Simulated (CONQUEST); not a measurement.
Input and output of a self-consistent single point for C (P6_3/mmc, 8 atoms in the cell; from Materials Project mp-48, changed as shown) (CONQUEST).

Computed with LDA (PW92), numerical atomic orbitals double-zeta with polarisation (the shipped basis), PseudoDojo norm-conserving potentials made for LDA run with CONQUEST 1.3.

The change in words: lattice scaled by 0.98. Reference geometry (P6_3/mmc):
```yaml
crystal:
  lattice:
    - [2.46729, 0.00000, 0.00000]
    - [0.00000, 4.27347, 0.00000]
    - [0.00000, 0.00000, 7.80307]
  atoms:
    - { symbol: C, position: [0.00000, 0.00000, 0.25000] }
    - { symbol: C, position: [0.00000, 0.00000, 0.75000] }
    - { symbol: C, position: [0.00000, 0.33333, 0.25000] }
    - { symbol: C, position: [0.50000, 0.16667, 0.75000] }
    - { symbol: C, position: [0.50000, 0.50000, 0.25000] }
    - { symbol: C, position: [0.50000, 0.50000, 0.75000] }
    - { symbol: C, position: [0.50000, 0.83333, 0.25000] }
    - { symbol: C, position: [0.00000, 0.66667, 0.75000] }
```

Reference input (self-consistent single point, DFT, LDA (PW92), numerical atomic orbitals double-zeta with polarisation (the shipped basis), PseudoDojo norm-conserving potentials made for LDA): basis = DZP; Diag.MPMeshX, Y, Z = 12 6 4; potentials = PseudoDojo norm-conserving LDA; Grid.GridCutoff = 140 Ha; DM.SolutionMethod = diagon; Diag.kT = 0.004998 Ha; Diag.GammaCentred = true; minE.SCTolerance = 1.0e-06; SC.MaxIters = 100; SC.LinearMixingFactor = 0.3; SC.KerkerPreCondition = true; SC.KerkerFactor = 0.1 1/bohr. This run's input differs from it in these lines:

```diff
@@ -29,14 +29,14 @@
 # file: input.coords
-     4.662502370      0.000000000      0.000000000
-     0.000000000      8.075691681      0.000000000
-     0.000000000      0.000000000     14.745665231
+     4.569251945      0.000000000      0.000000000
+     0.000000000      7.914178679      0.000000000
+     0.000000000      0.000000000     14.450752683
 8
-    0.000000000     0.000000000     3.686416308  1 T T T
-    0.000000000     0.000000000    11.059248923  1 T T T
-    0.000000000     2.691894535     3.686416308  1 T T T
-    2.331251185     1.345951305    11.059248923  1 T T T
-    2.331251185     4.037845841     3.686416308  1 T T T
-    2.331251185     4.037845841    11.059248923  1 T T T
-    2.331251185     6.729740376     3.686416308  1 T T T
-    0.000000000     5.383797146    11.059248923  1 T T T
+    0.000000000     0.000000000     3.612688171  1 T T T
+    0.000000000     0.000000000    10.838064512  1 T T T
+    0.000000000     2.638056922     3.612688171  1 T T T
+    2.284625972     1.319032418    10.838064512  1 T T T
+    2.284625972     3.957089340     3.612688171  1 T T T
+    2.284625972     3.957089340    10.838064512  1 T T T
+    2.284625972     6.595146261     3.612688171  1 T T T
+    0.000000000     5.276121757    10.838064512  1 T T T
```

Output (repeated stretches shortened):

```
    PulayMixSC: Starting Pulay mixing, A_up =  0.300 A_dn =  0.300
    PulayMixSC: Spin non-polarised calculation.
    PulayMixSC: with Kerker preconditioning, q0 =  0.100
          Harris-Foulkes Energy            :     -1315.755856701364792 eV
          Free Energy (E-TS)               :     -1315.775336873465449 eV
    PulayMixSC: Pulay iteration     1 residual:              0.86991E-02
          Harris-Foulkes Energy            :     -1313.180204402905247 eV
          Free Energy (E-TS)               :     -1313.199295906552834 eV
    PulayMixSC: Pulay iteration     2 residual:              0.58031E-02
   [... lines left out ...]
          Free Energy (E-TS)               :     -1311.210733944913045 eV
    PulayMixSC: Pulay iteration     6 residual:              0.57012E-05
          Harris-Foulkes Energy            :     -1311.192565172933428 eV
          Free Energy (E-TS)               :     -1311.210728055714981 eV
    PulayMixSC: Pulay iteration     7 residual:              0.18433E-05
          Harris-Foulkes Energy            :     -1311.192550626665479 eV
          Free Energy (E-TS)               :     -1311.210713767135530 eV
    PulayMixSC: Pulay iteration     8 residual:              0.96487E-06
    PulayMixSC: Reached SCF tolerance of  0.96487E-06 after      8 iterations
      | Number of electrons      =        32.000020
      | GS Energy as E-(1/2)TS   =     -1311.201632196900619 eV
      | Free Energy as E-TS      =     -1311.210713767135530 eV
      |* Harris-Foulkes energy   =     -1311.192550626665479 eV
      |* DFT total energy        =     -1311.192550652240243 eV

    force: Forces on atoms (eV/a0)
    force:  Atom   X              Y              Z
    force:     1  -0.0000012056  -0.0113801209  -0.0000000007
    force:     2  -0.0000012047   0.0113801244   0.0000000007
    force:     3  -0.0009812771   0.0111129449   0.0000000013
    force:     4  -0.0009812646  -0.0111129535  -0.0000000013
    force:     5  -0.0000011832  -0.0113801399  -0.0000000007
    force:     6  -0.0000011874   0.0113801071   0.0000000007
   [... lines left out ...]
    force:     8  -0.0009812767  -0.0111129380  -0.0000000013

    force: Maximum force :        0.01138014(eV/a0) on atom         5 in y direction
    force: Force Residual:        0.01126871 eV/a0
    force: Total stress:        -24.31100229   -24.60365737     2.53692324 GPa
    force: Average pressure:     15.45924547 GPa

    get_E_and_F: Change in energy during last step of electronic optimisation:  0.53457E-06
```

The run converged in 8 iterations. CONQUEST prints the stress tensor with tension positive. Against the reference run the free energy goes up by 25.6 meV/atom and the pressure goes from -1.12 to 15.46 GPa.

The program uses no crystal symmetry, so grid and mesh can part values that symmetry would make equal. The atom-centred basis is finite, which shifts total energies and pressures against plane waves. The structure comes from a collection of computed structures, made at another level of theory; the collection holds predicted forms beside known ones. No clean gap shows at this smearing width and mesh (spacing up to 0.25 Å⁻¹); the mesh is coarse for partly filled bands, so the values carry mesh errors. Semi-local functionals can close small gaps.

Cost on one core: roughly 3 core-minutes.
